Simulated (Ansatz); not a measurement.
# Bi: levels along high-symmetry lines

```yaml
crystal:
  lattice:
    - [4.53900, 0.00000, 0.00000]
    - [-2.26950, 3.93089, 0.00000]
    - [0.00000, 0.00000, 11.82900]
  atoms:
    - { symbol: Bi, position: [0.33333, 0.66667, 0.25000] }
    - { symbol: Bi, position: [0.66667, 0.33333, 0.75000] }
```

Atoms are numbered in the order listed.

The geometry is COD entry 9011614, unchecked; take it as a test cell.

Spin–orbit coupling is left out, though it moves levels of the heavy atoms by tenths of an eV or more.

These are results of Ansatz 0.2.0, DFT, PBEsol, all-electron LAPW, scalar-relativistic, not measurements.

Sampling and basis: a Γ-centred 9×9×3 k mesh, Fermi–Dirac smearing of 0.03 eV, basis error target 0.5 meV/atom, no spin polarisation.

Points in fractions of the reciprocal vectors of this cell: Γ (0, 0, 0), M (0.5, 0, 0), K (0.333, 0.333, 0), A (0, 0, 0.5), L (0.5, 0, 0.5), H (0.333, 0.333, 0.5). The path joins them by straight lines in the order Γ–M–K–Γ–A–L–H–A–L; legs that retrace an earlier one aren't tabulated. Energies are in eV from the Fermi level.

Question: List the levels at A between -20 and 3 eV.

Answer: -10.31 (×2), -0.62 (×2), 1.43 (×4).

Question: List the levels at K between -20 and 3 eV.

Answer: -9.94 (×2), -0.75, -0.72 (×2), -0.69, 0.24 (×2).

Question: List the levels at H between -20 and 3 eV.

Answer: -9.94 (×2), -0.73 (×2), -0.72 (×2), 0.25 (×2).

Question: What is the band gap?

Answer: none: bands cross the Fermi level, a metal.
